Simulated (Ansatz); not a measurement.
Computed with DFT PBE, scalar-relativistic, plane waves, PAW (Ansatz). All cells share a 420 eV cutoff and Γ-centred k meshes spaced about 0.3 Å⁻¹ or finer (0.25 for metals, 2π included). No spin polarisation in the final relaxations.

Temperature and zero-point effects are left out. All come from trial cells, and lower structures may exist.

Question: Order these relaxed structures of Mg₃Sn₂N₂ by energy, lowest first, with the energy over the lowest of them.
A.

Space group P-3m1 (No. 164). a = 3.321 Å, b = 3.321 Å, c = 12.619 Å, α = 90.00°, β = 90.00°, γ = 120.00°
| atom | site | symmetry | x | y | z |
| --- | --- | --- | --- | --- | --- |
| Mg | 1a | -3m. | 0.0000 | 0.0000 | 0.0000 |
| Mg | 2d | 3m. | 0.6667 | 0.3333 | 0.1650 |
| Sn | 2d | 3m. | 0.3333 | 0.6667 | 0.3863 |
| N | 2d | 3m. | 0.3333 | 0.6667 | 0.1066 |

B.

Space group R-3m:H (No. 166). a = 3.295 Å, b = 3.295 Å, c = 39.292 Å, α = 90.00°, β = 90.00°, γ = 120.00°
```json
{"atom": "Mg", "site": "3a", "symmetry": "-3m", "x": "0.0000", "y": "0.0000", "z": "0.0000"}
{"atom": "Mg", "site": "6c", "symmetry": "3m", "x": "0.0000", "y": "0.0000", "z": "0.7207"}
{"atom": "Sn", "site": "6c", "symmetry": "3m", "x": "0.3333", "y": "0.6667", "z": "0.7984"}
{"atom": "N", "site": "6c", "symmetry": "3m", "x": "0.6667", "y": "0.3333", "z": "0.9656"}
```

C.

Space group P-3m1 (No. 164). a = 3.579 Å, b = 3.579 Å, c = 11.438 Å, α = 90.00°, β = 90.00°, γ = 120.00°
```tsv
atom	site	symmetry	x	y	z
Mg	2d	3m.	0.3333	0.6667	0.5847
Mg	1a	-3m.	0.0000	0.0000	0.0000
Sn	2d	3m.	0.6667	0.3333	0.7964
N	2d	3m.	0.3333	0.6667	0.3891
```

Answer: A (0 meV/atom), B (13 meV/atom), C (65 meV/atom). Forms: A P-3m1; B R-3m; C P-3m1. Counting Mg or Sn atoms around N (for each partner element, those within 1.25 times its shortest distance or 1.15 times the sum of covalent radii, where it is the nearest in units of that sum or under 1.3; a plus sign parts groups by distance over the sum of covalent radii): A has N 3+3; B has N 3+3; C has N 5.

The k mesh leaves some 4 meV/atom of noise in the energy of each metallic cell. Cells relaxed within their symmetry can be saddle points. Some types were kept out of the candidates beforehand, so the set may lack a known form.
